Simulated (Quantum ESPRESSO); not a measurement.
# Hf3Sc2NbIn2: different elements on one site, starting from this cell

Simulated, not a measurement. The program is pw.x of Quantum ESPRESSO 7.5 (plane-wave density functional theory). The cell is made up: eight metal atoms on a face-centred cubic lattice, with elements, volume, strain and displacements drawn at random and not relaxed, so it may be unstable or far from any real phase. PseudoDojo standard norm-conserving files set the functional (PBE unless stated); there is no spin polarisation or spin-orbit coupling, the Fermi-Dirac width of 0.25 eV means electrons at about 2900 K, and the masses in the input are unused placeholders. Heavy elements are run without spin-orbit coupling, which real alloys of them have. A spin test at this wide smearing found no moment, but such smearing suppresses magnetism that the real alloy may have.

The runs put different elements on site 7. Cell, positions, cutoff, mesh and smearing stay as in the input of run 1; sites are counted in its order. Stress in the tables is positive in tension.

Input of run 1:

```
&control calculation='scf', pseudo_dir='./dojo.nc.sr.pbe.v0_5.standard.upf', outdir='./o', disk_io='medium', tprnfor=.true., tstress=.true. /
&system ibrav=0, nat=8, ntyp=4, nbnd=65, ecutwfc=82.02448710, nosym=.true., tot_charge=0,
 occupations='smearing', smearing='fd', degauss=0.0183746611
/
&electrons conv_thr=1.470e-08, electron_maxstep=70, mixing_beta=0.5 /
ATOMIC_SPECIES
Hf 1.0 Hf.upf
In 1.0 In.upf
Nb 1.0 Nb.upf
Sc 1.0 Sc.upf
CELL_PARAMETERS angstrom
0.0257 -0.0248 -4.3825
4.3836 0.0591 -0.0257
-0.1182 -8.5812 -0.0495
ATOMIC_POSITIONS angstrom
Hf 0.047 -0.0203 0.0978
Hf -0.0747 -4.1986 0.0218
Sc 2.1246 -2.0017 -0.1639
Nb 2.041 -6.3601 -0.0803
Hf 0.0094 -2.1461 -2.2235
In -0.0011 -6.3896 -2.2039
Sc 2.3274 0.1148 -2.2145
In 2.1406 -4.314 -2.1306
K_POINTS automatic
5 5 3 1 1 1
```

| run | elements on sites 1 to 8 | -TS (eV) | pressure (GPa) | stress xx (GPa) | stress yy (GPa) | stress zz (GPa) | stress yz (GPa) | stress xz (GPa) | stress xy (GPa) | iterations |
| --- | --- | --- | --- | --- | --- | --- | --- | --- | --- | --- |
| 1 | Hf Hf Sc Nb Hf In Sc In | -1.744 | 7.54 | -6.69 | -8.74 | -7.17 | 1.27 | -0.98 | 1.79 | 17 |
| 2 | Hf Hf Sc Nb Hf In Mo In | -1.740 | 1.77 | -1.49 | -3.61 | -0.20 | 0.77 | -1.08 | 1.19 | 17 |
| 3 | Hf Hf Sc Nb Hf In Li In | -1.636 | 3.06 | -2.09 | -4.30 | -2.78 | 0.79 | -0.81 | 1.48 | 15 |
| 4 | Hf Hf Sc Nb Hf In Ir In | -1.600 | -1.21 | 2.09 | -0.75 | 2.28 | 0.47 | -0.91 | 1.01 | 16 |
| 5 | Hf Hf Sc Nb Hf In Al In | -1.467 | 2.41 | -1.69 | -4.24 | -1.31 | 0.93 | -0.87 | 1.81 | 15 |

Forces Fx Fy Fz (eV/Å):

```
site              run 1              run 2              run 3              run 4              run 5
   1   -0.32 1.06 -1.00   -0.45 1.57 -0.60   -0.38 1.42 -0.65   -0.52 1.81 -0.25   -0.46 1.39 -0.91
   2   0.04 -1.00 -0.25   0.02 -1.09 -0.25   0.05 -0.78 -0.26   0.02 -0.95 -0.28   0.02 -0.96 -0.29
   3    0.67 -0.75 1.04    0.76 -0.21 0.76    0.58 -0.26 0.76     0.68 0.04 0.55    0.65 -0.11 0.91
   4    0.73 -0.10 0.81    0.92 -1.26 0.79    0.63 -0.45 0.80    0.82 -1.46 0.68    0.72 -0.88 0.92
   5    -0.24 0.35 0.14    -0.51 1.19 0.12    -0.34 0.26 0.15    -0.57 1.25 0.13    -0.28 0.66 0.19
   6  -0.51 -0.46 -0.07  -0.53 -0.81 -0.06  -0.42 -1.04 -0.07  -0.48 -1.04 -0.06  -0.46 -0.61 -0.07
   7    -0.56 0.29 0.10   -0.40 -0.09 0.00    -0.29 0.23 0.04  -0.13 -0.46 -0.02   -0.37 -0.19 0.03
   8    0.19 0.61 -0.78    0.19 0.71 -0.77    0.16 0.62 -0.78    0.17 0.79 -0.75    0.18 0.71 -0.78
```

Energies are left out, as each element's file has its own zero. A rerun of one cell of this series at a higher cutoff and on a denser mesh moved values by no more than 0.002 eV in energy, 0.03 GPa in stress and 0.009 eV/Å in force, and a second program with other atomic files agreed on that cell to 2 % rms in force and 0.5 GPa in pressure.